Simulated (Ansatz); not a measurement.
Ni3Si (Cu3Au type), conventional cell a = 3.4646 Å, b = 3.4646 Å, c = 3.4646 Å, α = 90.00°, β = 90.00°, γ = 90.00°. The calculation uses the primitive cell of 4 atoms, to which meshes and values per cell refer.

The volume is varied about the relaxed value V₀ at fixed cell shape. Symmetry pins the atoms to their sites.

Computed with r2SCAN (plane waves to 500 eV, PAW, scalar-relativistic; Ansatz, a program for electronic structure). k mesh 13×13×13 (Γ-centred), Fermi-Dirac smearing 0.05 eV. The energy includes the smearing's −TS. Stress and pressure are positive under compression. At this level the bands of Ni3Si touch or barely overlap. Ni3Si is run without spin polarisation. Ni3Si was relaxed with its symmetry unable to fall. ΔE is measured from the relaxed starting cell.

```csv
V (Å³/cell),P (GPa),ΔE (meV/atom)
34.93,63.1,278
36.26,45.4,166
37.59,30.8,87
38.92,18.6,36
40.26,?,8
41.59,0.0,0
42.92,-7.0,8
44.25,-12.8,28
45.58,?,60
46.91,-21.7,101
48.24,-24.9,150
```

Task: Some entries are withheld; supply them.

Result: 
- 40.26, P (GPa): 8.4
- 45.58, P (GPa): -17.7

(A scan under strain: stresses follow from slopes of the energy per volume, elastic moduli from its curvatures.)
